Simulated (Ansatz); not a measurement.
**Question.** BN in space group P6_3/mmc (No. 194; B on 4f, N on 4f) is relaxed with DFT-r²SCAN+D4 in the program Ansatz with PAW potentials. What lattice parameters of the conventional cell result?

**Answer.** a = 2.498 Å, c = 13.743 Å.

**Question.** Give the free coordinates with the occupied sites.

**Answer.** In one choice of origin and axes:

```json
[
 {"atom": "B", "site": "4f", "symmetry": "3m.", "x": "0.3333", "y": "0.6667", "z": "0.1202"},
 {"atom": "N", "site": "4f", "symmetry": "3m.", "x": "0.6667", "y": "0.3333", "z": "0.1203"}
]
```

**Question.** Is it a metal or does it have a gap at this level?

**Answer.** A gap of 4.37 eV, indirect.

The cell is a constructed one: a structure type filled with these elements. Its sites differ from those of the usual phase in this space group: another stacking or structure type. Symmetry was held in the r²SCAN+D4 relaxation; phonons on a q-mesh show weakly imaginary modes. The volume moved by 56 % from the start of the relaxation.

Potentials: the later of the program's two PAW sets.
